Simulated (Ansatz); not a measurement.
# Al3Cu2 (P-3m1), symmetry broken, then relaxed

Method: Ansatz 0.2.0, DFT LDA, scalar-relativistic, plane waves, PAW. The runs took a 420 eV cutoff, a Γ-centred 12×12×8 mesh and Gaussian smearing (0.15 eV). No spin polarisation. Energies are free energies at this smearing, counted from the undisturbed cell; pressure is positive in compression.

Reference structure (relaxed at this level; it needn't be the usual structure):

```xyz
5
Lattice="4.0558 0.0000 0.0000 -2.0279 3.5125 0.0000 0.0000 0.0000 4.9320" Properties=species:S:1:pos:R:3 pbc="T T T"
Al    0.0000    0.0000    0.0000
Al    0.0000    2.3416    1.7304
Al    2.0279    1.1708    3.2016
Cu    0.0000    2.3416    4.1504
Cu    2.0279    1.1708    0.7817
```

The atoms are displaced (Å, in the unstrained cell):

```csv
atom,ux,uy,uz
Al1,0.004,-0.009,0.007
Al2,-0.015,0.035,-0.030
Al3,0.004,-0.009,0.007
Cu4,0.004,-0.009,0.007
Cu5,0.004,-0.009,0.007
```

Cell and atoms are then relaxed.

Does the relaxation return to the undisturbed structure?

Yes (up to a choice of domain or origin): same space group and volume, and an energy 0.0 meV/atom from it. The disturbance itself cost 2.5 meV/atom. The final space group reads P-3m1 (tolerance 0.05 Å) and the volume changes by 0.00 %.

Final structure:

```
CELL_PARAMETERS angstrom
4.05565 0.00010 -0.00008
-2.02774 3.51258 0.00016
-0.00009 0.00017 4.93188
ATOMIC_POSITIONS crystal
Al 0.00000 0.00000 0.00001
Al 0.33333 0.66670 0.35085
Al 0.66666 0.33329 0.64915
Cu 0.33333 0.66663 0.84152
Cu 0.66667 0.33338 0.15847
```

The relaxation, step by step (energy from the first step; small jumps at an unchanged geometry come where the plane waves are selected anew for the new cell):

| step | ΔE (meV/atom) | largest force component (eV/Å) | pressure (GPa) |
| --- | --- | --- | --- |
| 1 | 0.0 | 0.374 | 0.16 |
| 2 | -1.8 | 0.178 | 0.11 |
| 3 | -2.5 | 0.003 | -0.05 |
| 4 | -2.5 | 0.000 | 0.01 |
| 5 | -2.5 | 0.000 | 0.01 |

Cost: 3 runs of about 11 core-minutes in all, on AMD EPYC 7R43 (Zen 3) (shared hosts).